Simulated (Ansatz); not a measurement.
# LaZn$_{2}$: pressure against volume

A database entry relaxed whole under r2SCAN (Imma):

```
La Zn
1.0
    -2.33722    3.80792    3.72858
     2.33722   -3.80792    3.72858
     2.33722    3.80792   -3.72858
La Zn
2 4
Direct
  0.79366 0.54366 0.25000
  0.20634 0.45634 0.75000
  0.22698 0.16340 0.06358
  0.59982 0.16340 0.43642
  0.77302 0.83660 0.93642
  0.40018 0.83660 0.56358
```

The cell was scaled uniformly, its shape held, and the atoms relaxed at each volume with plane-wave PAW DFT (Ansatz 0.2.0; r2SCAN, 500 eV, 8×8×8 Γ-centred mesh, fermi-dirac occupations of width 0.100 eV; no spin, no spin-orbit coupling). One row is withheld.

| volume (Å³/atom) | energy over the lowest (meV/atom) | pressure (GPa) |
| --- | --- | --- |
| 20.795 | 13.9 | 3.75 |
| 21.238 | ? | ? |
| 21.680 | 1.2 | 1.11 |
| 22.123 | 0.0 | -0.04 |
| 22.565 | 1.7 | -1.05 |
| 23.008 | 6.2 | -1.98 |
| 23.450 | 13.0 | -2.79 |

Problem. Fit the pressures of the other rows to the third-order Birch-Murnaghan form.

Solution. With f = [(V₀/V)^(2/3) − 1]/2 and P = 3B₀f(1 + 2f)^(5/2)[1 + 3(B₀′ − 4)f/2], least squares gives V₀ = 22.11 Å³ an atom, B₀ = 53.9 GPa and B₀′ = 4.2; the rows miss the fit by less than 0.01 GPa. The slope of the energies differs from these pressures by 0.10 GPa, since they are taken to zero smearing while pressures follow the free energy.

Problem. What does the withheld row hold?

Solution. The fit gives 2.36 GPa at 21.238 Å³; the run gave 2.37 GPa and 5.8 meV an atom.

Caveats: the shape of the cell was held, so B₀ is an upper bound where the axes differ in stiffness; 0 K, fixed nuclei; the symmetry was kept, and this need not be the phase that is stable at 0 K; one mesh for all volumes; every run is gapless at this level; pressure is positive in compression.
